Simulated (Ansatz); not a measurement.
## CaNb2Zn2: reading a single point

```
CELL_PARAMETERS angstrom
4.00260 0.00000 0.00000
-2.00130 3.46636 0.00000
0.00000 0.00000 6.74153
ATOMIC_POSITIONS crystal
Nb 0.33330 0.66670 0.25830
Nb 0.66670 0.33330 0.74170
Ca 0.00000 0.00000 0.00000
Zn 0.33330 0.66670 0.63030
Zn 0.66670 0.33330 0.36970
```

Method: PBE, no spin polarisation; PAW, plane waves to 420 eV, 10×10×5 Γ-centred mesh, fermi-dirac occupations (width 0.1 eV) (Ansatz 0.2.0), atoms fixed.

**Forces.** The largest is on Nb1 (and as large on other atoms): 0.89 eV/Å, components (0.00, 0.00, -0.89). It makes 108° with the line to a nearest neighbour, Zn5 at 2.43 Å.
**Formation energy.** 1.30 eV an atom against the elements' usual phases (free molecules for gases, crystals otherwise, with no correction for O₂ or N₂), so at this geometry it isn't bound against them. Relaxing would lower it.
**Stress.** The pressure is 18.1 GPa (compression positive), so with the atoms held at these fractions the cell would first expand; the forces are large, so a full relaxation may end otherwise. The principal stresses 13.6, 20.3, 20.3 GPa differ, so its shape would change too.
**Charges.** Bader charges in e: Ca +0.89, Nb +0.20, Zn -0.64. In the mean Ca gives up most and Zn takes most.
**At the Fermi level.** It is a metal, with about 5.4 states/eV a cell as the mean within 0.25 eV of the Fermi level, mostly Nb d (83 %).

Origin: a known structure type with other elements, at an estimated volume, so it need not be a known compound. Caveats: atoms or cell far from equilibrium.
